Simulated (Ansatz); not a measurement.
# AlNi: clamped-ion strain scan

Method: DFT PBEsol, scalar-relativistic, plane waves, PAW in Ansatz 0.2.0. Settings: plane waves to 420 eV, k-mesh 20×20×20 (Γ-centred), Gaussian smearing 0.15 eV. No spin polarisation. A magnetic state may lie lower. Energies are free energies at this smearing, counted from the undisturbed cell; pressure is positive in compression.

The starting cell (relaxed at this level; it needn't be the usual structure):

```yaml
crystal:
  lattice:
    - [2.86217, 0.00000, 0.00000]
    - [0.00000, 2.86217, 0.00000]
    - [0.00000, 0.00000, 2.86217]
  atoms:
    - { symbol: Al, position: [0.00000, 0.00000, 0.00000] }
    - { symbol: Ni, position: [0.50000, 0.50000, 0.50000] }
```

The cell is strained by ε times the Voigt pattern (0, 0, 0, 0, 1, 0) (xx, yy, zz, yz, xz, xy; engineering shear) with fractional coordinates fixed. The cell is metallic on the mesh throughout.

Question: Over the sampled range (-0.0400 to 0.0350), is the undisturbed cell the lowest point?

Answer: Yes, every other sampled point lies higher (or within rounding).

The scan:

| ε | ΔE (meV/atom) |
| --- | --- |
| -0.0400 | 7.5 |
| -0.0200 | 1.9 |
| 0.0000 | 0.0 |
| 0.0050 | 0.1 |
| 0.0100 | 0.5 |
| 0.0150 | 1.0 |
| 0.0250 | 2.9 |
| 0.0300 | 4.2 |
| 0.0350 | 5.7 |